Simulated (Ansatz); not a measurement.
NiPt2: reading a single point

```
Ni Pt
1.0
     0.00000    3.09391    0.00000
     3.09391    0.00000    0.00000
     1.54696    1.54696   -5.37198
Ni Pt
1 2
Direct
  0.00000 0.00000 0.00000
  0.34000 0.34000 0.32000
  0.66000 0.66000 0.68000
```

The numbers come from plane-wave PAW DFT (Ansatz): PBE, no spin polarisation, 420 eV, 9×9×9 Γ-centred k points, gaussian occupations (width 0.0104 eV). Nothing was relaxed.

(1) What do density and ELF say about some of the short contacts?

(2) Where is the largest force?

(3) Metal or insulator?

(4) What is the formation energy?

Origin: a known structure type with other elements, at an estimated volume, so it need not be a known compound. Caveats: no spin polarisation, so a magnetic state may lie lower; atoms or cell far from equilibrium.

Results:

(1) Ni–Pt at 2.78 Å: least valence density 0.25 e/Å³ and ELF 0.24 there. Pt–Pt at 2.92 Å: least valence density 0.28 e/Å³ and ELF 0.26 there. Ni–Ni at 3.09 Å: least valence density 0.13 e/Å³ and ELF 0.16 there. Both are smooth PAW fields, read partly inside the augmentation spheres.

(2) The largest is on Pt2 (and as large on other atoms): 0.22 eV/Å, components (0.00, 0.00, 0.22). It makes 52° with the line to a nearest neighbour, Ni1 at 2.78 Å.

(3) It is a metal, with about 7.7 states/eV a cell as the mean within 0.25 eV of the Fermi level, mostly Pt d (49 %) and Ni d (47 %).

(4) 0.31 eV an atom against the elements' usual phases (free molecules for gases, crystals otherwise, with no correction for O₂ or N₂), so at this geometry it isn't bound against them. Relaxing would lower it.
